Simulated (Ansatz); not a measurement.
The start is a generated cell, KBr placed in the GeS structure type. Cell shape, volume and atoms are optimised at zero target pressure with r2SCAN (plane waves to 500 eV, PAW, scalar-relativistic; Ansatz, an electronic-structure program). The first steps use a coarse 2×5×4 k-mesh.

Starting cell:
```
CELL_PARAMETERS angstrom
     13.50699     0.00000     0.00000
      0.00000     4.69584     0.00000
      0.00000     0.00000     5.54728
ATOMIC_POSITIONS crystal
  K  0.12210 0.25000 0.12770
  K  0.37790 0.75000 0.62770
  K  0.87790 0.75000 0.87230
  K  0.62210 0.25000 0.37230
  Br 0.84950 0.25000 0.50230
  Br 0.65050 0.75000 0.00230
  Br 0.15050 0.75000 0.49770
  Br 0.34950 0.25000 0.99770
```

**Question.** What symmetry does the relaxed structure have?

**Answer.** The space group goes from Pnma (No. 62) to Fm-3m (No. 225); the end is rock salt type, with 2 atoms in the primitive cell.

**Question.** How does the volume per atom move from start to end?

**Answer.** -17.9 %, from 43.98 to 36.09 Å³/atom.

**Question.** Give the final cell and atomic positions.

**Answer.** 
```cif
data_Br4K4
_chemical_formula_sum 'K4 Br4'
_space_group_name_H-M_alt 'Fm-3m'
_space_group_IT_number 225
_space_group_name_Hall '-F 4 2 3'
_cell_length_a 6.60965
_cell_length_b 6.60965
_cell_length_c 6.60965
_cell_angle_alpha 90.000
_cell_angle_beta 90.000
_cell_angle_gamma 90.000
loop_
_atom_site_label
_atom_site_type_symbol
_atom_site_symmetry_multiplicity
_atom_site_Wyckoff_symbol
_atom_site_fract_x
_atom_site_fract_y
_atom_site_fract_z
_atom_site_occupancy
K1 K 4 b 0.50000 0.50000 0.50000 1
Br1 Br 4 a 0.00000 0.00000 0.00000 1
```
(The calculation used a cell of 2 atoms; values per cell refer to that cell.)

Final values are on a 9×9×9 k-mesh of the relaxed cell. No spin polarisation in the result.

The run could not lose the symmetry of its start.
